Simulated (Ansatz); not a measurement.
**CaAg2Ge2 under strain**

Level of theory: Ansatz, DFT PBEsol, scalar-relativistic, plane waves, PAW. (420 eV cutoff, 8×8×4 k-mesh, Gaussian smearing of 0.10 eV, no spin polarisation)

Starting point, cell and atoms relaxed:

```
CELL_PARAMETERS angstrom
4.29228 0.00000 0.00000
0.00000 4.29228 0.00000
0.00000 0.00000 10.76665
ATOMIC_POSITIONS crystal
Ca 0.00000 0.00000 0.00000
Ca 0.50000 0.50000 0.50000
Ag 0.00000 0.50000 0.25000
Ag 0.50000 0.00000 0.25000
Ag 0.50000 0.00000 0.75000
Ag 0.00000 0.50000 0.75000
Ge 0.00000 0.00000 0.38844
Ge 0.50000 0.50000 0.11156
Ge 0.50000 0.50000 0.88844
Ge 0.00000 0.00000 0.61156
```

Deformation: all cell vectors scaled alike, the atoms relaxed, all within the symmetry that the strain leaves. Energies are extrapolated to zero smearing. On this cell's mesh the reference holds a stress of up to 0.23 GPa.

```csv
strain (%),ΔE (meV/atom),a (Å),b (Å),c (Å)
-4.5,104.6,4.099,4.099,10.282
-3.0,43.3,4.164,4.164,10.444
-1.5,10.0,4.228,4.228,10.605
+0.0,0.0,4.292,4.292,10.767
+1.5,9.5,4.357,4.357,10.928
+3.0,35.0,4.421,4.421,11.090
+4.5,73.6,4.485,4.485,11.251
```

Problem. What stiffness (1/V) d²E/dε² at zero strain does a cubic fit over all points give?

Solution. A cubic fit gives (1/V) d²E/dε² = 712 GPa at zero strain (nine times the bulk modulus at fixed shape).